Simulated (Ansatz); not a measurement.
Y:
```xyz
4
Lattice="3.5994 0.0000 0.0000 -1.7997 3.1172 0.0000 0.0000 0.0000 11.5743" Properties=species:S:1:pos:R:3 pbc="T T T"
Y      0.0000     0.0000     0.0000
Y      0.0000     0.0000     5.7871
Y      0.0000     2.0781     2.8936
Y      1.7997     1.0391     8.6807
```

Relaxed with PBE. Special points in fractions of this cell's reciprocal vectors: Γ (0.000, 0.000, 0.000); M (0.500, 0.000, 0.000); K (0.333, 0.333, 0.000); A (0.000, 0.000, 0.500); L (0.500, 0.000, 0.500); H (0.333, 0.333, 0.500).

List the band energies nearest the Fermi level at these points for DFT-PBE in the program Ansatz with PAW potentials.

In eV from the Fermi level; about four levels below and three above (degenerate sets whole), none deeper than 8.9 eV; points with the same levels are listed once.

```tsv
k	below	above
Γ	-4.70 -3.31 -3.30 -1.92	0.73 0.79 0.84
M	-1.20 -0.54 -0.45 -0.30	0.40 0.79 1.38
K	-0.55 -0.55 -0.55 -0.55 -0.38 -0.38 -0.38	0.41 0.60 0.60
A	-4.31 -4.31 -2.27 -2.27	0.55 0.55 1.51 1.51
L	-1.48 -1.48 -0.64 -0.64	0.25 0.25 1.29 1.29
H	-0.50 -0.50 -0.41 -0.41	0.66 0.66 0.71 0.71
```

Space group P6_3/mmc (dhcp (α-La type)). The workflow started from a Materials Project entry (that database holds measured and hypothetical structures alike). Its sites differ from those of the usual phase in this space group: another stacking or structure type. The PBE relaxation kept the symmetry of its start; its stability against distortions is not shown here. The workflow began spin-polarised and lost its moments. Spin–orbit coupling is left out wherever it is not named.

Potentials: the later of the program's two PAW sets.
